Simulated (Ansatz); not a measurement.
Data:

LaGa₃Pd:
```cif
data_Ga3LaPd
_chemical_formula_sum 'La1 Ga3 Pd1'
_space_group_name_H-M_alt 'P 1'
_space_group_IT_number 1
_cell_length_a 6.11693
_cell_length_b 6.11693
_cell_length_c 6.11693
_cell_angle_alpha 138.781
_cell_angle_beta 138.781
_cell_angle_gamma 59.709
loop_
_space_group_symop_operation_xyz
  'x, y, z'
loop_
_atom_site_label
_atom_site_type_symbol
_atom_site_fract_x
_atom_site_fract_y
_atom_site_fract_z
_atom_site_occupancy
La1 La 0.00000 0.00000 0.00000 1
Ga1 Ga 0.61880 0.61880 0.00000 1
Ga2 Ga 0.38120 0.38120 0.00000 1
Ga3 Ga 0.75000 0.25000 0.50000 1
Pd1 Pd 0.25000 0.75000 0.50000 1
```

This is the r²SCAN-relaxed structure.

Task: All from the program Ansatz at the r²SCAN level (PAW), unless another level is named. Estimate the formation energy from the elements (no fitted shifts).

Result: -0.77 eV/atom.

Task: Predict the density of states at the Fermi level.

Result: 0.37 states/eV per atom (mean over ±0.08 eV).

Space group I-4m2. The workflow started from a Materials Project entry (that database holds measured and hypothetical structures alike); the Crystallography Open Database copy checked does not list it. With Ga and Pd taken as one species the cell has the higher symmetry I4/mmm, so it may be an ordered model of a mixed-site phase. Whether it is the stable phase at ambient conditions was not checked. Symmetry was held in the r²SCAN relaxation; its stability against distortions is not shown here. No spin polarisation was allowed. The references are the lowest solids computed at this level, not always the standard phases. Scalar-relativistic: spin–orbit coupling is off unless named, which matters more the heavier the elements.

Potentials: the later of the program's two PAW sets.
